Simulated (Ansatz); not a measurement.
Values for one crystal, relaxed and computed with plane-wave PAW r²SCAN+D4 (Ansatz code); other levels are named.

* **Volume per atom**: 29.11 Å³
* **Band gap**: 0.62 eV (smallest direct gap 0.62 eV)
* **Debye temperature from the elastic constants**: 207 K
* **HSE06 gap on the r²SCAN+D4 cell**: 0.74 eV
* **Formation energy from the elements (no fitted shifts)**: -0.68 eV/atom
* **Zone-centre stability**: no imaginary mode at Γ
* **Highest zone-centre frequency (without LO–TO term)**: 1.07 THz

Task: Pick the material that matches.
A. PbSe, rock salt
B. CaI2, CdI2 type
C. CrClO, Pmmn (Cr on 2a, Cl on 2b, O on 2b)
D. ReSe2, P-1 (Pearson symbol aP12)

Result: A, PbSe, rock salt

Space group Fm-3m (rock salt). The cell was relaxed with r²SCAN+D4 under the symmetry of its start. Point labels and valley counts follow the cell and symmetry of the run, lower than the named group. The references are the lowest solids computed at this level, not always the standard phases. Scalar-relativistic: spin–orbit coupling is off unless named, which matters more the heavier the elements.

Potentials: the later of the program's two PAW sets.
